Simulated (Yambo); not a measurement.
G0W0@PBEsol for CaI₂ (CdI2 type, space group P-3m1, No. 164) in Yambo. Reference settings: 3×3×2 Γ-centred k mesh, 224 bands and a 8 Ry block in the screening, 224 bands in G with the Bruneval-Gonze terminator, plasmon pole fitted at 27.2 eV. The PBEsol gap Γ → (0, 0.333, 0) on this mesh is 3.54 eV; G0W0 gaps are taken between the same points.

With and without the terminator, as bands are cut:

```csv
bands in G (in W),"gap, terminator (eV)","gap, none (eV)","valence shift, terminator (eV)","valence shift, none (eV)"
74 (224),5.839,5.882,-1.219,-0.881
139 (224),5.847,5.896,-1.256,-1.108
224 (224),5.850,5.889,-1.267,-1.207
```

Over this range the gap spans 0.011 eV with the terminator and 0.014 eV without, the valence shift 0.048 eV and 0.326 eV. Neither column has reached its limit for certain.

Spin-orbit coupling is not included.

Geometry relaxed with PBE+D3(BJ); primitive cell a = b = 4.432 Å, c = 6.920 Å, α = β = 90.00°, γ = 120.00°.

A shift is the quasiparticle energy of the state minus its PBEsol energy.
